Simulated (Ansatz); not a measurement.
InAs (zinc blende)

```xyz
4
Lattice="0.0000 6.1863 6.1863 3.0932 0.0000 3.0932 3.0932 3.0932 0.0000" Properties=species:S:1:pos:R:3 pbc="T T T"
As     4.6397     4.6397     4.6397
As     4.6397     7.7329     7.7329
In     0.0000     0.0000     0.0000
In     3.0932     6.1863     3.0932
```

A phonon eigenvector at L = (0.5, 0.0, 0.0) is frozen into this cell: atom i moves by Q times the vector below, so Q is the largest atomic displacement, in Å. The cell is held. It is one choice among 2 degenerate patterns. (q is in reciprocal vectors of the primitive cell; the cell shown is doubled to hold the pattern.)

```
atom       x       y       z
----  ------  ------  ------
As1   -0.259   0.472  -0.731
As2    0.259  -0.472   0.731
In3    0.285  -0.520   0.805
In4   -0.285   0.520  -0.805
```

Computed with PBE (plane waves to 420 eV, PAW, scalar-relativistic; Ansatz, a program for electronic structure). k mesh 9×9×9 (Γ-centred), Fermi-Dirac smearing 0.05 eV. With partly filled bands, energies and forces of such displacements shift with the k mesh and the smearing. At this level the bands of InAs touch or barely overlap; measurements give the solid a gap. InAs was relaxed with its symmetry unable to fall. 

```tsv
Q (Å)	−dE/dQ from forces (eV/Å)
-0.100	0.235
-0.083	0.194
-0.067	0.155
-0.050	0.115
-0.033	0.077
-0.017	0.038
0.000	0.000
0.017	-0.038
0.033	-0.077
0.050	-0.115
0.067	-0.155
0.083	-0.194
0.100	-0.235
```

What harmonic wavenumber does the curvature at Q = 0 give?

42 cm⁻¹. E″ = 2.30 eV/Å², M = Σ mᵢ|uᵢ|² = 353.2 u, ν̃ = 521.5·√(|E″|/M).

(A displaced cell: forces are minus the slopes of the energy, force constants its curvatures, and phonons follow from these.)
